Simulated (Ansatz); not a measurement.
Trial structure of ZrIn₂Se₃, not yet relaxed:

Space group P-4m2 (No. 115). a = 3.881 Å, b = 3.881 Å, c = 8.705 Å, α = 90.00°, β = 90.00°, γ = 90.00°
| atom | site | symmetry | x | y | z |
| --- | --- | --- | --- | --- | --- |
| Zr | 1b | -4m2 | 0.5000 | 0.5000 | 0.0000 |
| In | 2g | 2mm. | 0.5000 | 0.0000 | 0.7345 |
| Se | 2g | 2mm. | 0.5000 | 0.0000 | 0.3862 |
| Se | 1a | -4m2 | 0.0000 | 0.0000 | 0.0000 |

Theory: DFT PBE, scalar-relativistic, plane waves, PAW in Ansatz. Plane waves to 420 eV, a k mesh through Γ of 4×4×2 on the computed 6-atom cell and Gaussian smearing (0.10 eV); no spin polarisation.

Energies over the elements count from the elements' standard structures at the same level, with no fitted energy shifts.

Question: How far from equilibrium is it?

Answer: The pressure is 4.7 GPa (the mean over three directions, positive in compression), the largest force is 1.90 eV/Å, and the energy is −0.28 eV/atom against the elements. The shortest distance is 2.74 Å.

Question: How much does it gain on relaxing, and where does it end?

Answer: Relaxing gains about 0.14 eV/atom (the start's value is from the coarse mesh, so the gain is rough) in 9 ionic steps and ends at −0.42 eV/atom on the finer mesh. The symmetry stays P-4m2 (No. 115). The volume per atom grows by 7.8 %, from 21.9 to 23.6 Å³. The shortest distance goes from 2.74 Å (Zr–Se) to 2.77 Å (Zr–Se). Conventional cell: a = 3.917 Å, c = 9.210 Å. Zr has 4 Se at 2.77 Å and 4 In at 3.40 Å; In has 4 Se at 2.83 Å, 1 Se at 3.07 Å, 2 Se at 3.40 Å and 2 Zr at 3.40 Å; around Se on a site of symmetry 2mm lie 4 In at 2.83 Å and 1 In at 3.07 Å; 1 more site not described.

The last run used a 10×10×4 mesh (in the run's order of axes) for its 6-atom cell and Gaussian smearing of 0.10 eV. The reference form of Se is held partly by dispersion forces, which this level lacks. The relaxation can't lower the symmetry of the start. Symmetry constrained the relaxation, so the result can be a saddle point. Another cell of ZrIn2Se3 relaxed alike, in P4/mmm, lies 205 meV/atom lower, so this cell isn't the stable form at this level.
